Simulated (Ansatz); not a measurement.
Input and command of a plane-wave DFT calculation in Ansatz:

```yaml
crystal:
  lattice:
    - [3.07, 0.0, 0.0]
    - [0.0, 3.07, 0.0]
    - [0.0, 0.0, 3.07]
  atoms:
    - { symbol: Mn, position: [0.0, 0.0, 0.0], spin: 4.0 }
    - { symbol: Zn, position: [0.5, 0.5, 0.5] }
basis:
  ecutwfc: 420
kpoints:
  mp_grid: { grid: [6, 6, 6] }
hamiltonian:
  xc: lda
scf:
  occupations: { method: gaussian, width: 0.1 }
  lower_state_search: "off"
output:
  forces: true
  stress: true
  eigenvalues: true
  populations: true
magnetization:
  spin_polarized: true
```

```bash
ansatz run input.yaml --threads 1 --pin off --max-ram 3072MiB --backend cpu --events-out ev --progress --plain --runs-dir out
```

Processor: Arm Neoverse V1, 1 thread, on a host shared with other jobs.

Task: How long does it run, and how much memory does it take?

Result: About 2.5 s on 1 thread of Arm Neoverse V1 (shared host), peak memory 0.28 GiB. It solves 20 bands at 20 k points (the mesh reduced by symmetry) with about 587 plane waves, in 10 SCF iterations.
